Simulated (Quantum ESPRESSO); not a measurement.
## ZnCa2MgO4 (finding a planted mistake in a log)

A calculation, not a measurement. The program is pw.x of Quantum ESPRESSO 7.5 (plane-wave density functional theory). The cell is made up: 8 atoms on a rocksalt lattice, with randomly drawn elements, strain and displacements, not relaxed. PseudoDojo standard norm-conserving files (v0.5 for PBE, v0.4.1 for LDA and PBEsol) set the functional; there is no spin polarisation, spin-orbit coupling or dispersion term, and the masses in the input are unused placeholders.

Intended input:

```
&control calculation='scf', pseudo_dir='./dojo.nc.sr.pbe.v0_5.standard.upf', outdir='./o', disk_io='medium', tprnfor=.true., tstress=.true. /
&system ibrav=0, nat=8, ntyp=4, nbnd=43, ecutwfc=84.00895049, nosym=.true., tot_charge=0,
 occupations='smearing', smearing='fd', degauss=0.0018374661
/
&electrons conv_thr=7.350e-09, electron_maxstep=60, /
ATOMIC_SPECIES
Ca 1.0 Ca.upf
Mg 1.0 Mg.upf
O 1.0 O.upf
Zn 1.0 Zn.upf
CELL_PARAMETERS angstrom
4.7838 0.0014 0.0191
0.0014 4.6461 0.03
0.0191 0.03 4.7434
ATOMIC_POSITIONS angstrom
Zn -0.0982 -0.0667 -0.0772
Ca 0.0072 2.3464 2.4291
Mg 2.3523 -0.0216 2.3243
Ca 2.5048 2.3856 0.0615
O 2.311 -0.0291 0.0466
O 2.3673 2.3049 2.5028
O 4.7462 0.0197 2.3755
O 4.9172 2.284 -0.0244
K_POINTS automatic
4 4 4 1 1 1
```

The log is shortened where brackets say so; the opening notice, blank lines, dates and the lines on written files are dropped, and the path of the files is cut. It prints rydbergs, bohrs and kilobars, and counts compression as positive stress.

Log of the intended run:

```
     Program PWSCF v.7.5
     Parallel version (MPI & OpenMP), running on       1 processor cores
     Number of MPI processes:                 1
     Threads/MPI process:                     1
     [start-up lines left out]
     bravais-lattice index     =            0
     lattice parameter (alat)  =       9.0401  a.u.
     unit-cell volume          =     711.4152 (a.u.)^3
     number of atoms/cell      =            8
     number of atomic types    =            4
     number of electrons       =        74.00
     number of Kohn-Sham states=           43
     kinetic-energy cutoff     =      84.0090  Ry
     charge density cutoff     =     336.0358  Ry
     scf convergence threshold =      7.3E-09
     mixing beta               =       0.7000
     number of iterations used =            8  plain     mixing
     Exchange-correlation= PBE
                           (   1   4   3   4   0   0   0)
     [axes and pseudopotential details left out]
   Cartesian axes
     site n.     atom                  positions (alat units)
         1        Zn     tau(   1) = (  -0.0205274  -0.0139428  -0.0161377  )
         2        Ca     tau(   2) = (   0.0015051   0.4904848   0.5077722  )
         3        Mg     tau(   3) = (   0.4917181  -0.0045152   0.4858651  )
         4        Ca     tau(   4) = (   0.5235963   0.4986791   0.0128558  )
         5        O      tau(   5) = (   0.4830849  -0.0060830   0.0097411  )
         6        O      tau(   6) = (   0.4948537   0.4818098   0.5231782  )
         7        O      tau(   7) = (   0.9921322   0.0041180   0.4965678  )
         8        O      tau(   8) = (   1.0278775   0.4774409  -0.0051005  )
     number of k points=    32  Fermi-Dirac smearing, width (Ry)=  0.0018
                       cart. coord. in units 2pi/alat
        k(    1) = (   0.1244655   0.1278627   0.1247558), wk =   0.0625000
        k(    2) = (   0.1234592   0.1262349   0.3769014), wk =   0.0625000
     [further k points left out]
     Dense  grid:    74015 G-vectors     FFT dimensions: (  54,  54,  54)
     Estimated max dynamical RAM per process >     101.10 MB
     Initial potential from superposition of free atoms
     starting charge      73.9892, renormalised to      74.0000
     Starting wfcs are   41 randomized atomic wfcs +    2 random wfcs
     total cpu time spent up to now is        7.2 secs
     per-process dynamical memory:    62.9 Mb
     Self-consistent Calculation
     iteration #  1     ecut=    84.01 Ry     beta= 0.70
     Davidson diagonalization with overlap
     ethr =  1.00E-02,  avg # of iterations =  6.6
     total cpu time spent up to now is       27.0 secs
     total energy              =    -823.58408374 Ry
     estimated scf accuracy    <       2.23260444 Ry
     iteration #  2     ecut=    84.01 Ry     beta= 0.70
     Davidson diagonalization with overlap
     ethr =  3.02E-03,  avg # of iterations =  4.2
     total cpu time spent up to now is       46.9 secs
     total energy              =    -823.75330119 Ry
     estimated scf accuracy    <       5.09712201 Ry
     [iterations 3 to 10 left out]
     iteration # 11     ecut=    84.01 Ry     beta= 0.70
     Davidson diagonalization with overlap
     ethr =  9.06E-10,  avg # of iterations =  2.1
     total cpu time spent up to now is      213.0 secs
     total energy              =    -824.73351468 Ry
     estimated scf accuracy    <       0.00000005 Ry
     iteration # 12     ecut=    84.01 Ry     beta= 0.70
     Davidson diagonalization with overlap
     ethr =  7.26E-11,  avg # of iterations =  3.3
     total cpu time spent up to now is      230.5 secs
     End of self-consistent calculation
     [lines on levels left out]
!    total energy              =    -824.73351469 Ry
     estimated scf accuracy    <          1.6E-09 Ry
     smearing contrib. (-TS)   =      -0.00000000 Ry
     internal energy E=F+TS    =    -824.73351469 Ry
     The total energy is F=E-TS. E is the sum of the following terms:
     one-electron contribution =    -481.22662285 Ry
     hartree contribution      =     267.00986232 Ry
     xc contribution           =    -123.91334896 Ry
     ewald contribution        =    -486.60340520 Ry
     convergence has been achieved in  12 iterations
     Forces acting on atoms (cartesian axes, Ry/au):
     atom    1 type  4   force =     0.01877215    0.01013269    0.00026315
     atom    2 type  1   force =     0.01149912   -0.01252289   -0.01536253
     atom    3 type  2   force =    -0.00373739    0.01213750    0.00580281
     atom    4 type  1   force =    -0.02706128   -0.03611978   -0.00159760
     atom    5 type  3   force =     0.02159246    0.01308315    0.00889486
     atom    6 type  3   force =     0.01500606    0.00964643   -0.02750384
     atom    7 type  3   force =    -0.00502963   -0.00759190    0.00667226
     atom    8 type  3   force =    -0.03104150    0.01123480    0.02283089
     Total force =     0.082124     Total SCF correction =     0.000150
     Computing stress (Cartesian axis) and pressure
          total   stress  (Ry/bohr**3)                   (kbar)     P=      -78.85
  -0.00062924   0.00000617  -0.00005659          -92.56        0.91       -8.33
   0.00000617  -0.00044797  -0.00005770            0.91      -65.90       -8.49
  -0.00005659  -0.00005770  -0.00053072           -8.33       -8.49      -78.07
     init_run     :      5.88s CPU      7.07s WALL (       1 calls)
     electrons    :    210.89s CPU    223.31s WALL (       1 calls)
     forces       :      2.26s CPU      2.28s WALL (       1 calls)
     stress       :      8.51s CPU      8.59s WALL (       1 calls)
     [timing details left out]
     PWSCF        :   3m47.78s CPU   4m 1.92s WALL
     JOB DONE.
```

A second run was made from an input with one planted mistake. Its log:

```
     Program PWSCF v.7.5
     Parallel version (MPI & OpenMP), running on       1 processor cores
     Number of MPI processes:                 1
     Threads/MPI process:                     1
     [start-up lines left out]
     bravais-lattice index     =            0
     lattice parameter (alat)  =       9.0401  a.u.
     unit-cell volume          =     711.4152 (a.u.)^3
     number of atoms/cell      =            8
     number of atomic types    =            4
     number of electrons       =        74.00
     number of Kohn-Sham states=           43
     kinetic-energy cutoff     =      84.0090  Ry
     charge density cutoff     =     336.0358  Ry
     scf convergence threshold =      5.9E-03
     mixing beta               =       0.7000
     number of iterations used =            8  plain     mixing
     Exchange-correlation= PBE
                           (   1   4   3   4   0   0   0)
     [axes and pseudopotential details left out]
   Cartesian axes
     site n.     atom                  positions (alat units)
         1        Zn     tau(   1) = (  -0.0205274  -0.0139428  -0.0161377  )
         2        Ca     tau(   2) = (   0.0015051   0.4904848   0.5077722  )
         3        Mg     tau(   3) = (   0.4917181  -0.0045152   0.4858651  )
         4        Ca     tau(   4) = (   0.5235963   0.4986791   0.0128558  )
         5        O      tau(   5) = (   0.4830849  -0.0060830   0.0097411  )
         6        O      tau(   6) = (   0.4948537   0.4818098   0.5231782  )
         7        O      tau(   7) = (   0.9921322   0.0041180   0.4965678  )
         8        O      tau(   8) = (   1.0278775   0.4774409  -0.0051005  )
     number of k points=    32  Fermi-Dirac smearing, width (Ry)=  0.0018
                       cart. coord. in units 2pi/alat
        k(    1) = (   0.1244655   0.1278627   0.1247558), wk =   0.0625000
        k(    2) = (   0.1234592   0.1262349   0.3769014), wk =   0.0625000
     [further k points left out]
     Dense  grid:    74015 G-vectors     FFT dimensions: (  54,  54,  54)
     Estimated max dynamical RAM per process >     101.10 MB
     Initial potential from superposition of free atoms
     starting charge      73.9892, renormalised to      74.0000
     Starting wfcs are   41 randomized atomic wfcs +    2 random wfcs
     total cpu time spent up to now is        7.7 secs
     per-process dynamical memory:    63.1 Mb
     Self-consistent Calculation
     iteration #  1     ecut=    84.01 Ry     beta= 0.70
     Davidson diagonalization with overlap
     ethr =  1.00E-02,  avg # of iterations =  6.6
     total cpu time spent up to now is       26.1 secs
     total energy              =    -823.58408374 Ry
     estimated scf accuracy    <       2.23260444 Ry
     iteration #  2     ecut=    84.01 Ry     beta= 0.70
     Davidson diagonalization with overlap
     ethr =  3.02E-03,  avg # of iterations =  4.2
     total cpu time spent up to now is       44.8 secs
     total energy              =    -823.75330119 Ry
     estimated scf accuracy    <       5.09712201 Ry
     iteration #  3     ecut=    84.01 Ry     beta= 0.70
     Davidson diagonalization with overlap
     ethr =  3.02E-03,  avg # of iterations =  3.7
     total cpu time spent up to now is       62.0 secs
     total energy              =    -824.70791716 Ry
     estimated scf accuracy    <       0.04175807 Ry
     iteration #  4     ecut=    84.01 Ry     beta= 0.70
     Davidson diagonalization with overlap
     ethr =  5.64E-05,  avg # of iterations =  8.3
     total cpu time spent up to now is       90.8 secs
     total energy              =    -824.72489400 Ry
     estimated scf accuracy    <       0.05548289 Ry
     iteration #  5     ecut=    84.01 Ry     beta= 0.70
     Davidson diagonalization with overlap
     ethr =  5.64E-05,  avg # of iterations =  2.0
     total cpu time spent up to now is      108.3 secs
     End of self-consistent calculation
     [lines on levels left out]
!    total energy              =    -824.73131823 Ry
     estimated scf accuracy    <       0.00360079 Ry
     smearing contrib. (-TS)   =       0.00000000 Ry
     internal energy E=F+TS    =    -824.73131823 Ry
     The total energy is F=E-TS. E is the sum of the following terms:
     one-electron contribution =    -481.06613660 Ry
     hartree contribution      =     266.89654281 Ry
     xc contribution           =    -123.95831925 Ry
     ewald contribution        =    -486.60340520 Ry
     convergence has been achieved in   5 iterations
     Forces acting on atoms (cartesian axes, Ry/au):
     atom    1 type  4   force =     0.01776288    0.01035745    0.00147659
     atom    2 type  1   force =     0.01171922   -0.01264484   -0.01613450
     atom    3 type  2   force =    -0.00325058    0.01186501    0.00553165
     atom    4 type  1   force =    -0.02791640   -0.03530847   -0.00123246
     atom    5 type  3   force =     0.02343364    0.01299036    0.00896342
     atom    6 type  3   force =     0.01691275    0.00965970   -0.02751041
     atom    7 type  3   force =    -0.00570155   -0.00865625    0.00673347
     atom    8 type  3   force =    -0.03295996    0.01173704    0.02217224
     Total force =     0.083636     Total SCF correction =     0.115414
     SCF correction compared to forces is large: reduce conv_thr to get better values
     Computing stress (Cartesian axis) and pressure
          total   stress  (Ry/bohr**3)                   (kbar)     P=      -93.31
  -0.00072991   0.00000695  -0.00005757         -107.37        1.02       -8.47
   0.00000695  -0.00053835  -0.00005858            1.02      -79.19       -8.62
  -0.00005757  -0.00005858  -0.00063474           -8.47       -8.62      -93.37
     init_run     :      7.02s CPU      7.54s WALL (       1 calls)
     electrons    :     94.89s CPU    101.34s WALL (       1 calls)
     forces       :      2.31s CPU      2.33s WALL (       1 calls)
     stress       :     10.76s CPU     10.84s WALL (       1 calls)
     [timing details left out]
     PWSCF        :   1m55.19s CPU   2m 2.37s WALL
     JOB DONE.
```

Question: what was wrong in the second input?

Answer: the self-consistency threshold is too loose. The input lines that differ, file-writing options aside:

```
- &electrons conv_thr=7.350e-09, electron_maxstep=60, /
+ &electrons conv_thr=5.880e-03, electron_maxstep=60, /
```

```
                                            intended run  run with the mistake
                          free energy (eV)    -11221.071            -11221.041
                    smearing term -TS (eV)        0.0000                0.0000
                            pressure (GPa)         -7.88                 -9.33
            largest force component (eV/Å)         0.929                 0.908
largest change of a force component (eV/Å)                               0.049
                                iterations            12                     5
```

For scale, a rerun of the intended cell at 1437 eV and a 6 x 6 x 6 mesh moved values by no more than 0.002 eV in energy, 0.04 GPa in stress and 0.002 eV/Å in force.